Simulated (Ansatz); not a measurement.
MnZn (CsCl type, space group No. 221) at seven volumes, DFT-PBEsol in the program Ansatz with PAW potentials, scaled uniformly. One row is withheld.

| V (Å³/atom) | P (GPa) |
|---|---|
| 11.527 | 16.62 |
| 11.907 | ? |
| 12.287 | 4.65 |
| 12.667 | -0.01 |
| 13.047 | -3.89 |
| 13.427 | -6.66 |
| 13.807 | -8.95 |

Q: Fit the shown pressures and predict the withheld one.

A: P = (3/2)B₀(x^(7/2) − x^(5/2))[1 + (3/4)(B′ − 4)(x − 1)] with x = (V₀/V)^(2/3). Least squares on the six rows gives V₀ = 12.666 Å³/atom, B₀ = 135 GPa, B′ = 5.80. At V = 11.907, x = 1.0421 and P = 9.98 GPa. The run itself gave 10.10 GPa.

Space group Pm-3m (CsCl type). The workflow started from an entry of the Crystallography Open Database (COD). Whether it is the stable phase at ambient conditions was not checked. Symmetry was held in the PBEsol relaxation; its stability against distortions is not shown here. The final state is ferromagnetic, chosen from 3 collinear starts compared on coarse meshes (ties went to the first, and starts can fall back to one state), not a proven ground state.

Potentials: the later of the program's two PAW sets.
